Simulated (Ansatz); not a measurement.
**HfSiSe: computed property card**

HfSiSe:
```yaml
crystal:
  lattice:
    - [3.55290, 0.00000, 0.00000]
    - [0.00000, 3.55290, 0.00000]
    - [0.00000, 0.00000, 8.16368]
  atoms:
    - { symbol: Hf, position: [0.00000, 0.50000, 0.74333] }
    - { symbol: Hf, position: [0.50000, 0.00000, 0.25667] }
    - { symbol: Si, position: [0.00000, 0.00000, 0.00000] }
    - { symbol: Si, position: [0.50000, 0.50000, 0.00000] }
    - { symbol: Se, position: [0.50000, 0.00000, 0.62014] }
    - { symbol: Se, position: [0.00000, 0.50000, 0.37986] }
```

Space group P4/nmm (No. 129); conventional cell a = b = 3.5529 Å, c = 8.1637 Å, α = β = γ = 90.00°.

Method: LDA (plane waves, PAW; program Ansatz). The cell and atoms are relaxed at this level. Other levels are named where they apply.

**Cell and energy**

```
Item                                                            Value
-----------------------------------------------------  --------------
Volume per atom                                              17.18 Å³
Density                                                    9.20 g/cm³
Formation energy from the elements (no fitted shifts)  -1101 meV/atom
```

**Electronic structure**

```
Item                                                                        Result
------------------------------------  --------------------------------------------
Electronic character                                             metallic (no gap)
Density of states at the Fermi level  0.08 states/eV per atom (mean over ±0.08 eV)
```

**Phonons**

```
Quantity                                       Result
-----------------------------  ----------------------
Highest zone-centre frequency                337 cm⁻¹
Zone-centre stability          no imaginary mode at Γ
```

The first step of the workflow began from a Materials Project structure, measured or hypothetical; the Crystallography Open Database files this formula in space group No. 129, but the cells were not matched. Whether it is the stable phase at ambient conditions was not checked. Symmetry was held in the LDA relaxation. No spin polarisation was allowed. As this level gives no gap, phonon frequencies hold no LO–TO term and depend on the k-mesh and smearing (Fermi–Dirac, 0.1 eV here). The references are the lowest solids computed at this level, not always the standard phases. Spin–orbit coupling is left out wherever it is not named.

Potentials: the later of the program's two PAW sets.
